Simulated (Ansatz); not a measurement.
WS₂:
```xyz
3
Lattice="3.1254 0.0000 0.0000 -1.5627 2.7067 0.0000 0.0000 0.0000 33.0000" Properties=species:S:1:pos:R:3 pbc="T T F"
S      0.0000     0.0000    14.9395
S      0.0000     0.0000    18.0605
W      1.5627     0.9022    16.5000
```
The layer is periodic in x and y and isolated along z.

Relaxed with LDA.

Q: All from the program Ansatz at the LDA level (PAW), unless another level is named. Give the band gap.

A: 1.99 eV (direct).

Q: Give the valence-band maximum.

A: at K.

Q: Predict the ionisation potential (Kohn–Sham).

A: 5.95 eV.

Space group P-6m2 (1H). A layer that has been made, often on a substrate. Symmetry was held in the LDA relaxation; whether a distortion lowers the energy is not shown. No spin polarisation was allowed. Spin–orbit coupling is left out wherever it is not named.

Potentials: the later of the program's two PAW sets.
